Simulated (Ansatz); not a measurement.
GaAs (CsCl type, Pm-3m) under volume change, the program Ansatz at the PBE level (PAW), scaled uniformly.

```tsv
V (Å³/atom)	E − E(relaxed) (meV/atom)	P (GPa)
17.472	36.6	7.35
18.048	15.4	4.53
18.624	3.6	2.08
19.200	0.0	0.00
19.776	3.3	-1.75
20.352	12.2	-3.18
20.928	25.9	-4.40
```

Problem. What does a third-order Birch–Murnaghan fit give for V₀, B₀ and B′?

Solution. V₀ = 19.20 Å³/atom, B₀ = 62.7 GPa, B′ = 4.6.

The cell is a constructed one: a structure type filled with these elements; neither database checked (COD, Materials Project) lists it. It is not the phase usual at ambient conditions (space group No. 216). Symmetry was held in the PBE relaxation; whether a distortion lowers the energy is not shown.

Potentials: the later of the program's two PAW sets.
